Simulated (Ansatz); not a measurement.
Rb2ScInCl6:
```xyz
10
Lattice="0.0000 5.4659 5.4659 5.4659 0.0000 5.4659 5.4659 5.4659 0.0000" Properties=species:S:1:pos:R:3 pbc="T T T"
Rb     8.1989     8.1989     8.1989
Rb     2.7330     2.7330     2.7330
Sc     0.0000     0.0000     0.0000
In     5.4659     5.4659     5.4659
Cl     2.4850     5.4659     5.4659
Cl     8.4468     5.4659     5.4659
Cl     5.4659     2.4850     5.4659
Cl     5.4659     8.4468     5.4659
Cl     5.4659     5.4659     2.4850
Cl     5.4659     5.4659     8.4468
```

Relaxed with r²SCAN. Special points in fractions of this cell's reciprocal vectors: Γ (0.000, 0.000, 0.000); X (0.500, 0.000, 0.500); U (0.625, 0.250, 0.625); K (0.375, 0.375, 0.750); L (0.500, 0.500, 0.500); W (0.500, 0.250, 0.750).

**Question.** List the band energies nearest the valence-band maximum at these points for r²SCAN with spin–orbit coupling in the plane-wave PAW code Ansatz.

**Answer.** In eV from the valence-band maximum; about four levels below and three above (degenerate sets whole), none deeper than 8.9 eV; points with the same levels are listed once.

```
k                                below                          above
-  -----------------------------------  -----------------------------
Γ  -1.97 -1.97 -1.97 -1.97 -0.76 -0.76            2.68 2.68 2.68 2.68
X              -2.00 -2.00 -0.60 -0.60            2.68 2.68 2.91 2.91
U              -2.08 -2.08 -0.39 -0.39            2.71 2.71 2.85 2.85
L                -2.13 -2.13 0.00 0.00  2.62 2.62 2.77 2.77 2.77 2.77
W              -2.15 -2.15 -0.37 -0.37            2.77 2.77 2.78 2.78
```

Space group Fm-3m. The first step of the workflow began from a Materials Project structure, measured or hypothetical; the Crystallography Open Database copy checked does not list it. Whether it is the stable phase at ambient conditions was not checked. Symmetry was held in the r²SCAN relaxation; whether a distortion lowers the energy is not shown. The run is not spin-polarised.

Potentials: the later of the program's two PAW sets.
